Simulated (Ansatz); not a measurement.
**BiS2N in Ansatz, relaxation**

The input file (Ansatz 0.2.0, plane waves):

```yaml
crystal:
  lattice:
    - [1.88041, 3.256961, 0.0]
    - [-1.88041, 3.256961, 0.0]
    - [0.0, -2.171307, 6.680854]
  atoms:
    - { symbol: "N", position: [0.5, 0.5, 0.5] }
    - { symbol: Bi, position: [0.0, 0.0, 0.0] }
    - { symbol: S, position: [0.2624, 0.2624, 0.7872] }
    - { symbol: S, position: [0.7376, 0.7376, 0.2128] }
  symmetry: { tolerance: 0.0003 }
kpoints:
  mp_grid: { grid: [7, 7, 7], shift: [0, 0, 0] }
magnetization:
  spin_polarized: false
scf:
  occupations: { method: methfessel_paxton, width: 0.0203 }
  lower_state_search: "off"
hamiltonian:
  pseudopotentials: { kind: paw }
  xc: r2scan
basis:
  ecutwfc: 500
  fft_grid_basis: typed
relax:
  max_steps: 40
  cell: { p_target: 0.0 }
  f_tol: 0.03
output:
  forces: true
  stress: true
  eigenvalues: true
  bader: true
  populations: true
  elf: true
  write_potential: true
  volumetric_format: npy
  dos:
    e_range: [-12, 8]
    de: 0.05
    projected: { site_lists: { Bi: [Bi], "N": ["N"], S: [S] } }
checkpoint:
  read: saved_state
```

Launch command:

```bash
ansatz run input.yaml --threads 2 --pin off --max-ram 3584MiB --backend cpu --events-out ev --progress --plain --runs-dir out
```

Origin of the cell: a known structure type with other elements, at an estimated volume, so it need not be a known compound.

The saved state is a converged single point of the same cell.

Steps («new basis» is an SCF on plane waves selected anew at the same cell):

```tsv
step	ΔF (meV/atom)	max force component (eV/Å)	P (GPa)	volume (Å³)	SCF iterations	step was
1	0.0	3.343	7.17	81.83	6	accepted
2	-252.5	1.573	-2.53	83.37	9	accepted
3	-418.0	0.820	-2.97	77.04	8	accepted
4	-477.0	0.121	0.21	71.77	8	accepted
5	-487.7	0.009	0.78	71.23	8	accepted
6	-492.2	0.061	-0.01	71.84	7	accepted
7	-489.8	0.029	-0.66	71.76	7	rejected
8	-492.8	0.033	-0.07	71.69	10	accepted
9	-492.8	0.026	-0.30	71.81	6	rejected
10	-492.9	0.013	-0.04	71.63	9	accepted
11	-492.6	0.013	-0.04	71.63	7	new basis
12	-492.7	0.006	0.02	71.53	7	accepted
13	-492.6	0.006	0.02	71.53	5	new basis
```

The starting structure.

Space group R-3m (No. 166); the run's cell has a = 3.761 Å, b = 3.761 Å, c = 7.025 Å, α = 105.53°, β = 105.53°, γ = 60.00°. Shortest distances: Bi–S 2.60 Å, N–S 2.90 Å, S–S 3.58 Å.

After:

Space group R-3m (No. 166); the run's cell has a = 3.880 Å, b = 3.880 Å, c = 5.926 Å, α = 109.11°, β = 109.11°, γ = 60.00°. Shortest distances: N–S 2.51 Å, Bi–S 2.76 Å, S–S 3.17 Å, Bi–N 3.54 Å.

```yaml
crystal:
  lattice:
    - [1.93998, 3.36014, 0.00000]
    - [-1.93998, 3.36014, 0.00000]
    - [0.00000, -2.24010, 5.48630]
  atoms:
    - { symbol: N, position: [0.50000, 0.50000, 0.50000] }
    - { symbol: Bi, position: [0.00000, 0.00000, 0.00000] }
    - { symbol: S, position: [0.23486, 0.23486, 0.70457] }
    - { symbol: S, position: [0.76514, 0.76514, 0.29543] }
```

```yaml
Free_energy_lowered_by: 492.6 meV/atom
Volume_change: -12.59 %
Final_pressure: 0.02 GPa
Relaxation_steps_listed: 13
Formation_energy_elements_under_the_same_functional_gases_as_molecules_uncorrected: 1.230 eV/atom
```

Caveats: no spin, though holes on the anions or broken bonds may carry moments; no spin-orbit coupling, though heavy elements are present; the relaxation held the start's symmetry, so the end may be a saddle point.

Time: 42 s on 2 threads of AMD EPYC 9R45 96-Core Processor (Zen 5), on a shared host, peak memory 0.7 GiB, from a saved density.
